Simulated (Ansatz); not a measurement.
# What U does to Eu (Cmcm)

The geometry is a structure from the Materials Project, held fixed and not relaxed.

Common settings: LDA, 10×10×5 k mesh, Fermi–Dirac smearing of 0.08 eV. PAW means Ansatz 0.2.0 on its default frozen-core files; LAPW is all-electron LAPW in Ansatz 0.2.0. Site moments are integrated in spheres about the atoms, whose radii differ between the methods.

The reference run was typed so:

```yaml
crystal:
  lattice:
    - [1.99706651, -3.47970938, 0.0]
    - [1.99706651, 3.47970938, 0.0]
    - [0.0, 0.0, 6.34072505]
  atoms:
    - { symbol: Eu, position: [0.83686714, 0.16313286, 0.75], spin: 7.0 }
    - { symbol: Eu, position: [0.16313286, 0.83686714, 0.25], spin: 7.0 }
magnetization:
  spin_polarized: true
kpoints:
  mp_grid: { grid: [10, 10, 5] }
scf:
  occupations: { method: fermi_dirac, width: 0.08 }
hamiltonian:
  xc: lda
  pseudopotentials: { kind: paw }
output:
  forces: true
  stress: true
  eigenvalues: true
  hubbard: { sites: [{ species: Eu, l: f }] }
  populations: true
```

Command: `ansatz run input.yaml --threads 1 --pin off --max-ram 3072MiB --backend cpu --events-out ev --progress --plain --runs-dir out`

The input for «U = 6 eV on Eu f» by LAPW differs from it in these lines, output keys apart:

```diff
-  pseudopotentials: { kind: paw }
+  pseudopotentials: { kind: all_electron, lapw: { basis_error: 0.001 } }
+  hubbard: { sites: [{ species: Eu, l: f, u_eff: 6 }] }
```

U is Dudarev's effective value on Löwdin-orthogonalised free-atom orbitals with fully localised double counting, unless a row says otherwise (a row with U and J takes Liechtenstein's form); the search for lower states is left at its default. Gaps are Kohn–Sham gaps on the k mesh over both spins.

```csv
run,largest site moment PAW (μB),largest site moment LAPW (μB),gap PAW (eV),gap LAPW (eV),Eu f electrons PAW,electrons LAPW,P PAW (GPa),P LAPW (GPa)
no U,7.15,7.28,metal,metal,6.85,6.85,-3.0,-3.0
U = 2 eV on Eu f,7.21,7.33,metal,metal,6.93,6.93,-2.2,-2.1
U = 4 eV on Eu f,7.23,7.34,metal,metal,6.96,6.97,-1.6,-1.6
U = 6 eV on Eu f,7.23,7.35,metal,metal,6.98,6.98,-1.3,-1.3
"U = 4 eV on Eu f, around-mean-field double counting",7.15,7.27,metal,metal,6.83,6.84,-3.1,-3.0
second moment reversed; U = 2 eV on Eu f,7.04,–,metal,–,6.94,–,?,–
second moment reversed; U = 4 eV on Eu f,7.07,–,metal,–,6.97,–,-1.5,–
second moment reversed; U = 6 eV on Eu f,7.08,–,metal,–,6.98,–,-1.2,–
"second moment reversed; U = 4 eV on Eu f, orbitals not orthogonalised",7.07,–,metal,–,6.97,–,-1.5,–
```

Problem. Fill in "P PAW (GPa)" for the row "second moment reversed; U = 2 eV on Eu f".

Solution. -2.0.

The PAW files were made with PBE; the program remakes their cores once for the run's functional and then keeps them frozen. Spin–orbit coupling is left out although heavy atoms are present. In at least one run the program's final test of stability wasn't made or came to no verdict. With open f shells a run can end in a state that isn't the lowest. These are results for the start and cell typed. The real compound can order otherwise, in a larger cell, or not at all, since semilocal functionals at zero temperature often overstate magnetism. Left out because they may lie on a higher state: PAW, second moment reversed; no U; LAPW, second moment reversed; no U; LAPW, second moment reversed; U = 2 eV on Eu f; LAPW, second moment reversed; U = 4 eV on Eu f; and 2 more.
